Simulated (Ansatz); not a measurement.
Relaxation of a randomly generated symmetric cell of TaAs (space group No. 70); 4 atoms in the cell, which starts as I4₁/amd, origin choice 1 (No. 141), tI8; a = 5.778 Å, b = 5.778 Å, c = 5.378 Å, α = 90.00°, β = 90.00°, γ = 90.00°. Calculation: PBEsol (plane waves to 420 eV, PAW, scalar-relativistic; Ansatz, a quantum-chemistry and plane-wave program). Γ-centred k-mesh 6×6×6 on the run's cell (coarser than for final values), Fermi–Dirac smearing 0.05 eV. This is the first round of the run. 

The optimiser's lines from the output (shortened; P is positive under compression):

```
relax step   1: F+E_penalty+E_count = -29238.31110317 eV  Δ(F+E_penalty+E_count) = +0.000e0 eV  max|allowed force component| = 6.939e-18 eV/Å  Δτ_max = 0.0000 Å  P = -19.839 GPa  Ω = 89.794 Å³  (8 SCF iters, dr2 threshold 1.00e-7 eV, accepted)
relax step   2: F+E_penalty+E_count = -29239.35572205 eV  Δ(F+E_penalty+E_count) = -1.045e0 eV  max|allowed force component| = 0.000e0 eV/Å  Δτ_max = 0.0000 Å  P = -8.449 GPa  Ω = 78.759 Å³  (7 SCF iters, dr2 threshold 4.00e-7 eV, accepted)
relax step   3: F+E_penalty+E_count = -29239.58709280 eV  Δ(F+E_penalty+E_count) = -2.314e-1 eV  max|allowed force component| = 5.551e-17 eV/Å  Δτ_max = 0.0000 Å  P = +3.686 GPa  Ω = 70.411 Å³  (6 SCF iters, dr2 threshold 4.00e-7 eV, accepted)
relax step   4: F+E_penalty+E_count = -29239.66800426 eV  Δ(F+E_penalty+E_count) = -8.091e-2 eV  max|allowed force component| = 6.939e-18 eV/Å  Δτ_max = 0.0000 Å  P = +1.157 GPa  Ω = 70.462 Å³  (6 SCF iters, dr2 threshold 4.00e-7 eV, accepted)
relax step   5: F+E_penalty+E_count = -29239.95206455 eV  Δ(F+E_penalty+E_count) = -2.841e-1 eV  max|allowed force component| = 3.469e-18 eV/Å  Δτ_max = 0.0000 Å  P = +0.662 GPa  Ω = 69.677 Å³  (6 SCF iters, dr2 threshold 4.00e-7 eV, accepted)
relax step   6: F+E_penalty+E_count = -29240.30562530 eV  Δ(F+E_penalty+E_count) = -3.536e-1 eV  max|allowed force component| = 2.776e-17 eV/Å  Δτ_max = 0.0000 Å  P = +0.853 GPa  Ω = 68.273 Å³  (6 SCF iters, dr2 threshold 4.00e-7 eV, accepted)
relax step   7: F+E_penalty+E_count = -29240.53847445 eV  Δ(F+E_penalty+E_count) = -2.328e-1 eV  max|allowed force component| = 4.857e-17 eV/Å  Δτ_max = 0.0000 Å  P = +2.733 GPa  Ω = 66.369 Å³  (6 SCF iters, dr2 threshold 4.00e-7 eV, accepted)
relax step   8: F+E_penalty+E_count = -29240.67247149 eV  Δ(F+E_penalty+E_count) = -1.340e-1 eV  max|allowed force component| = 0.000e0 eV/Å  Δτ_max = 0.0000 Å  P = +1.059 GPa  Ω = 66.376 Å³  (6 SCF iters, dr2 threshold 4.00e-7 eV, accepted)
relax step   9: F+E_penalty+E_count = -29240.68647481 eV  Δ(F+E_penalty+E_count) = -1.400e-2 eV  max|allowed force component| = 2.776e-17 eV/Å  Δτ_max = 0.0000 Å  P = -0.187 GPa  Ω = 66.747 Å³  (6 SCF iters, dr2 threshold 4.00e-7 eV, accepted)
relax step  10: F+E_penalty+E_count = -29240.76243510 eV  Δ(F+E_penalty+E_count) = -7.596e-2 eV  max|allowed force component| = 1.110e-16 eV/Å  Δτ_max = 0.0000 Å  P = -1.024 GPa  Ω = 66.941 Å³  (6 SCF iters, dr2 threshold 4.00e-7 eV, accepted)
relax step  11: F+E_penalty+E_count = -29240.86938356 eV  Δ(F+E_penalty+E_count) = -1.069e-1 eV  max|allowed force component| = 1.388e-17 eV/Å  Δτ_max = 0.0000 Å  P = -0.255 GPa  Ω = 66.913 Å³  (6 SCF iters, dr2 threshold 4.00e-7 eV, accepted)
relax step  12: F+E_penalty+E_count = -29240.93324795 eV  Δ(F+E_penalty+E_count) = -6.386e-2 eV  max|allowed force component| = 6.939e-18 eV/Å  Δτ_max = 0.0000 Å  P = +0.362 GPa  Ω = 67.143 Å³  (6 SCF iters, dr2 threshold 4.00e-7 eV, accepted)
relax step  13: F+E_penalty+E_count = -29240.93448951 eV  Δ(F+E_penalty+E_count) = -1.242e-3 eV  max|allowed force component| = 8.674e-19 eV/Å  Δτ_max = 0.0000 Å  P = -0.710 GPa  Ω = 67.728 Å³  (6 SCF iters, dr2 threshold 4.00e-7 eV, accepted)
relax step  14: F+E_penalty+E_count = -29240.93585668 eV  Δ(F+E_penalty+E_count) = -1.367e-3 eV  max|allowed force component| = 6.939e-18 eV/Å  Δτ_max = 0.0000 Å  P = -0.018 GPa  Ω = 67.410 Å³  (6 SCF iters, dr2 threshold 4.00e-7 eV, accepted)
relax step  15: F+E_penalty+E_count = -29240.93585870 eV  Δ(F+E_penalty+E_count) = -2.018e-6 eV  max|allowed force component| = 5.551e-17 eV/Å  Δτ_max = 0.0000 Å  P = +0.001 GPa  Ω = 67.405 Å³  (4 SCF iters, dr2 threshold 3.24e-9 eV, accepted)
relax step  16: F+E_penalty+E_count = -29240.98095078 eV  Δ(F+E_penalty+E_count) = -4.509e-2 eV  max|allowed force component| = 5.551e-17 eV/Å  Δτ_max = 0.0000 Å  P = +0.921 GPa  Ω = 67.405 Å³  stress off target by 2.64e0 GPa  SCF on the basis re-selected at this cell (its energy is not comparable with the rows above)  (8 SCF iters)
relax step  17: F+E_penalty+E_count = -29240.99241802 eV  Δ(F+E_penalty+E_count) = -1.147e-2 eV  max|allowed force component| = 5.551e-17 eV/Å  Δτ_max = 0.0000 Å  P = +0.377 GPa  Ω = 67.959 Å³  (5 SCF iters, dr2 threshold 4.00e-7 eV, accepted)
relax step  18: F+E_penalty+E_count = -29240.99292760 eV  Δ(F+E_penalty+E_count) = -5.096e-4 eV  max|allowed force component| = 6.939e-18 eV/Å  Δτ_max = 0.0000 Å  P = +0.019 GPa  Ω = 68.204 Å³  (5 SCF iters, dr2 threshold 4.00e-7 eV, accepted)
relax step  19: F+E_penalty+E_count = -29240.99295940 eV  Δ(F+E_penalty+E_count) = -3.181e-5 eV  max|allowed force component| = 6.939e-18 eV/Å  Δτ_max = 0.0000 Å  P = -0.014 GPa  Ω = 68.193 Å³  (4 SCF iters, dr2 threshold 2.74e-8 eV, accepted)
relax step  20: F+E_penalty+E_count = -29240.99296067 eV  Δ(F+E_penalty+E_count) = -1.267e-6 eV  max|allowed force component| = 6.939e-18 eV/Å  Δτ_max = 0.0000 Å  P = -0.000 GPa  Ω = 68.189 Å³  (3 SCF iters, dr2 threshold 1.05e-9 eV, accepted)
relax step  21: F+E_penalty+E_count = -29240.99317304 eV  Δ(F+E_penalty+E_count) = -2.124e-4 eV  max|allowed force component| = 0.000e0 eV/Å  Δτ_max = 0.0000 Å  P = +0.001 GPa  Ω = 68.189 Å³  stress off target by 5.70e-3 GPa  SCF on the basis re-selected at this cell (its energy is not comparable with the rows above)  (5 SCF iters)
```

From the first to the last row the energy changes by -0.67 eV/atom and the volume by -24.1 %. The last row is marked as not comparable with the walk above it, whose basis was carried along; it does compare with step 1, since both stand on a basis selected at the nominal cutoff for their own cell.

Energy and pressure jump between steps 15 and 16 at one geometry, where the plane-wave basis was selected anew. While the cell walks, the set of plane waves is carried along, so its effective cutoff drifts with the strain; re-selecting it at 420 eV moved the energy by -0.011 eV/atom and the pressure by 0.9 GPa. Only step 1 and rows on a re-selected basis compare with each other.

Later rounds, restarted from the end of this one on a renewed k-mesh, logged 11 more steps and released under 0.01 eV/atom more. The final structure after all rounds: I4₁/amd, origin choice 1 (No. 141), tI8, AFLOW prototype AB_tI8_141_a_b ("40", as in NbP); a = 3.6264 Å, b = 3.6264 Å, c = 10.3551 Å, α = 90.00°, β = 90.00°, γ = 90.00°. Between re-selections the logged energies stand on a plane-wave basis carried along with the cell. No spin polarisation in the result.

The run could not lose the symmetry of its start, so the end can be a saddle point.

All atoms sit on sites fixed by symmetry, so only the cell could relax.

The relaxed structure here is a generated cell of TaAs: the first start was made by a random draw of sites in a space group, and the end was not matched to a known phase here, so it may be hypothetical. Known forms of TaAs include space group No. 109.
